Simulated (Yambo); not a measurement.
Yambo run on a free-standing SrHI monolayer (symmetry P4/nmm, slab cell 20.5 Å high). The wavefunctions come from this Quantum ESPRESSO step (PBEsol, PseudoDojo standard norm-conserving files, scalar-relativistic):

```
&CONTROL
  calculation = 'nscf'
  pseudo_dir = './pseudo'
  outdir = './out'
/
&SYSTEM
  ibrav = 0
  nat = 6
  ntyp = 3
  ecutwfc = 72.0
  ecutrho = 288.0
  occupations = 'fixed'
  force_symmorphic = .true.
  nbnd = 177
  assume_isolated = '2D'
/
&ELECTRONS
  conv_thr = 6.000000000000001e-09
  diago_full_acc = .true.
  diago_thr_init = 1e-08
/
ATOMIC_SPECIES
H 1.0080 H.upf
Sr 87.6200 Sr.upf
I 126.9045 I.upf
CELL_PARAMETERS angstrom
  4.213038326000   0.000000000000   0.000000000000
  0.000000000000   4.213038326000   0.000000000000
  0.000000000000   0.000000000000  20.500000000000
ATOMIC_POSITIONS crystal
H   0.000000000000   0.500000000000  -0.000000000000
H   0.500000000000   0.000000000000  -0.000000000000
Sr   0.000000000000   0.000000000000   0.063112688000
Sr   0.500000000000   0.500000000000  -0.063112688000
I   0.500000000000   0.500000000000   0.137708075600
I   0.000000000000   0.000000000000  -0.137708075600
K_POINTS automatic
4 4 1 0 0 0
```

Yambo input:

```
rim_cut
gw0
dyson
el_el_corr
HF_and_locXC
ppa
em1d
rim_w
RandQpts= 1000000
RandGvec= 2 Ry
CUTGeo= "slab z"
EXXRLvcs= 72 Ry
VXCRLvcs= 288 Ry
Chimod= "HARTREE"
% BndsRnXp
 1 | 176 |
%
NGsBlkXp= 6 Ry
% LongDrXp
 1.0 | 1.0 | 0.0 |
%
RandGvecW= 591 mRy
PPAPntXp= 27.2114 eV
% GbndRnge
 1 | 176 |
%
GTermKind= "BG"
DysSolver= "n"
ExtendOut
% QPkrange
 1 | 1 | 18 | 19 |
 2 | 2 | 18 | 19 |
 3 | 3 | 18 | 19 |
 6 | 6 | 18 | 19 |
%
```

k points by index: 1 = Γ, 2 = (0, 0.25), 3 = X, 6 = M.

The o-*.qp file then holds:

```
#    K-point    Band    Eo [eV]    E [eV]    E-Eo [eV]    Vxc [eV]    Vnlxc [eV]    Sc|Eo [eV]    Sc|E [eV]    dSc/dw|Eo [eV]    Re(Z)    Im(Z)
#
    1    18    -0.090541    -1.459008    -1.368467    -10.74294    -13.74242    1.311910    1.631017    -6.344591    0.810921    -0.001778
    1    19    3.799371    5.015049    1.215678    -9.290104    -4.773196    -3.061230    -3.301230    -5.371377    0.835144    -0.001525
    2    18    0.000000    -1.354103    -1.354103    -11.07307    -14.09595    1.349640    1.668778    -6.412492    0.809284    -0.001788
    2    19    4.336344    5.598320    1.261976    -9.281792    -4.683693    -3.086728    -3.336123    -5.376847    0.835004    -0.001559
    3    18    -0.385272    -1.744948    -1.359676    -10.84665    -13.95484    1.420838    1.748513    -6.556964    0.805821    -0.001888
    3    19    4.502685    5.749868    1.247183    -8.986847    -4.360057    -3.135365    -3.379607    -5.328191    0.836252    -0.001558
    6    18    -0.866498    -2.285081    -1.418583    -10.94210    -14.56991    1.843591    2.209222    -7.012125    0.795099    -0.002676
    6    19    4.123262    5.197958    1.074696    -8.543140    -4.300566    -2.959437    -3.167879    -5.276948    0.837571    -0.001553
```
(The two width columns are left out.) Convergence of these settings isn't established.

Spin-orbit coupling is not included.

Geometry relaxed with PBEsol.

This is a model layer cut from the bulk structure; whether it is stable on its own was not checked.
